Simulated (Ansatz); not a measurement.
P (black phosphorus, Cmce) under volume change, DFT-PBEsol in the program Ansatz with PAW potentials, shape and atoms relaxed at each volume.

```json
[
 {"V (Å³/atom)": "16.307", "E − E(relaxed) (meV/atom)": "[?]", "P (GPa)": "[?]"},
 {"V (Å³/atom)": "16.845", "E − E(relaxed) (meV/atom)": "5.0", "P (GPa)": "1.54"},
 {"V (Å³/atom)": "17.382", "E − E(relaxed) (meV/atom)": "1.2", "P (GPa)": "0.76"},
 {"V (Å³/atom)": "17.920", "E − E(relaxed) (meV/atom)": "0.0", "P (GPa)": "0.00"},
 {"V (Å³/atom)": "18.458", "E − E(relaxed) (meV/atom)": "1.0", "P (GPa)": "-0.60"},
 {"V (Å³/atom)": "18.995", "E − E(relaxed) (meV/atom)": "3.9", "P (GPa)": "-1.08"},
 {"V (Å³/atom)": "19.533", "E − E(relaxed) (meV/atom)": "[?]", "P (GPa)": "[?]"}
]
```

**Question.** What belongs in the gaps?

**Answer.** 
- 16.307, E − E(relaxed) (meV/atom): 11.8
- 16.307, P (GPa): 2.60
- 19.533, E − E(relaxed) (meV/atom): 8.0
- 19.533, P (GPa): -1.37

**Question.** What does a third-order Birch–Murnaghan fit give for V₀, B₀ and B′?

**Answer.** V₀ = 17.92 Å³/atom, B₀ = 21.0 GPa, B′ = 5.8.

Symmetry was held in the PBEsol relaxation. A crystal of weakly bound layers computed without a dispersion correction: the cell and the soft elastic constants depend strongly on that.

Potentials: the later of the program's two PAW sets.
